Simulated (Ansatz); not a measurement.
WS2 in space group P6_3/mmc (No. 194; W on 2d, S on 4f) under volume change, plane-wave PAW PBE+D3(BJ) (Ansatz code), shape and atoms relaxed at each volume.

```
V (Å³/atom)  E − E(relaxed) (meV/atom)  P (GPa)
-----------  -------------------------  -------
15.865                            31.6     7.54
16.388                            12.5     4.28
16.911                             2.8     1.80
17.434                             0.0     0.00
17.957                             2.2    -1.32
18.480                             7.5    -1.99
19.003                            14.7    -2.38
```

Q: What does a third-order Birch–Murnaghan fit give for V₀, B₀ and B′?

A: V₀ = 17.43 Å³/atom, B₀ = 48.8 GPa, B′ = 11.5.

The cell was relaxed with PBE+D3(BJ) under the symmetry of its start; phonons on a q-mesh show no instability. The run is not spin-polarised. Spin–orbit coupling is left out wherever it is not named.

Potentials: the later of the program's two PAW sets.
